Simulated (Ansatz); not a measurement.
Method: Ansatz, DFT PBE, scalar-relativistic, plane waves, PAW. Settings: cutoff 420 eV, Γ-centred meshes spaced at most about 0.3 Å⁻¹, and about 0.25 Å⁻¹ or finer for metals (2π included), Gaussian smearing. No spin polarisation in the final relaxations.

All energies are static (0 K, no zero-point motion). All come from trial cells, and lower structures may exist.

Question: Order these relaxed structures of CaLa3 by energy, lowest first, with the energy over the lowest of them.
A.

```cif
data_structure
_symmetry_space_group_name_H-M 'Pm-3m'
_symmetry_Int_Tables_number 221
_cell_length_a 5.3319
_cell_length_b 5.3319
_cell_length_c 5.3319
_cell_angle_alpha 90.000
_cell_angle_beta 90.000
_cell_angle_gamma 90.000
_cell_volume 151.58
loop_
_atom_site_label
_atom_site_type_symbol
_atom_site_symmetry_multiplicity
_atom_site_Wyckoff_symbol
_atom_site_fract_x
_atom_site_fract_y
_atom_site_fract_z
_atom_site_occupancy
Ca1 Ca 1 a 0.00000 0.00000 0.00000 1
La1 La 3 c 0.00000 0.50000 0.50000 1
```

B.

```cif
data_structure
_symmetry_space_group_name_H-M 'Fm-3m'
_symmetry_Int_Tables_number 225
_cell_length_a 8.5281
_cell_length_b 8.5281
_cell_length_c 8.5281
_cell_angle_alpha 90.000
_cell_angle_beta 90.000
_cell_angle_gamma 90.000
_cell_volume 620.24
loop_
_atom_site_label
_atom_site_type_symbol
_atom_site_symmetry_multiplicity
_atom_site_Wyckoff_symbol
_atom_site_fract_x
_atom_site_fract_y
_atom_site_fract_z
_atom_site_occupancy
Ca1 Ca 4 a 0.00000 0.00000 0.00000 1
La1 La 4 b 0.50000 0.00000 0.00000 1
La2 La 8 c 0.25000 0.75000 0.75000 1
```

Answer: A (0 meV/atom), B (57 meV/atom). Forms: A Cu3Au (L1_2) type, Pm-3m; B BiF3 (D0_3) type, Fm-3m. Counting all near atoms (those within 1.25 times the shortest distance at each site; a plus sign parts nearer from farther groups): A has Ca 12, La 12; B has Ca 8+6, La 8+6. Even the lowest lies +0.07 eV/atom against the elements.

A magnetic state wasn't ruled out in cells without spin, among them Pm-3m, Fm-3m. Cells relaxed within their symmetry can be saddle points. Some structure types and database cells were kept out of the candidates from the start, so a known form may be missing.
